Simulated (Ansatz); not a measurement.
The calculation used Ansatz 0.2.0, DFT PBE, scalar-relativistic, plane waves, PAW. All cells share a 420 eV cutoff and Γ-centred k meshes spaced at most about 0.3 Å⁻¹ (about 0.25 or finer for metals, 2π included). No spin polarisation in the final relaxations.

These are static total energies at zero pressure.

Two forms of In2SbN were relaxed alike.

A.

Space group P-6m2 (No. 187). a = 3.361 Å, b = 3.361 Å, c = 8.492 Å, α = 90.00°, β = 90.00°, γ = 120.00°
| atom | site | symmetry | x | y | z |
| --- | --- | --- | --- | --- | --- |
| In | 2g | 3m. | 0.0000 | 0.0000 | 0.8292 |
| Sb | 1f | -6m2 | 0.6667 | 0.3333 | 0.5000 |
| N | 1c | -6m2 | 0.3333 | 0.6667 | 0.0000 |

B.

Space group P-4m2 (No. 115). a = 3.869 Å, b = 3.869 Å, c = 6.625 Å, α = 90.00°, β = 90.00°, γ = 90.00°
```
atom  site  symmetry       x       y       z
  In    2g      2mm.  0.0000  0.5000  0.3289
  Sb    1a      -4m2  0.0000  0.0000  0.0000
   N    1c      -4m2  0.5000  0.5000  0.5000
```

Question: Which form is favoured at zero pressure, and by what margin per atom?

Answer: B is lower, by 125 meV/atom. A has space group P-6m2 (No. 187), 20.8 Å³/atom and no gap on its mesh; B has space group P-4m2 (No. 115), 24.8 Å³/atom and no gap. Counting In or Sb atoms around N (for each partner element, those within 1.25 times its shortest distance or 1.15 times the sum of covalent radii, where it is the nearest in units of that sum or under 1.3), A has N 6 and B has N 4. The lower one is the more open, so pressure narrows the difference. Even the lower one lies +0.31 eV/atom against the reference forms of the elements (uncorrected), so neither is stable at this level. In A, In has 3 N at 2.42 Å, 1 In at 2.90 Å, 6 In at 3.36 Å and 3 Sb at 3.40 Å; around Sb lie 6 Sb at 3.36 Å and 6 In at 3.40 Å; around N lie 6 In at 2.42 Å. In B, In has 2 N at 2.24 Å and 2 Sb at 2.91 Å; Sb has 4 In at 2.91 Å; N is surrounded by 4 In at 2.24 Å. Both come from invented guesses.

Spin–orbit coupling, which can matter for Sb, is left out. Cells relaxed within their symmetry can be saddle points.
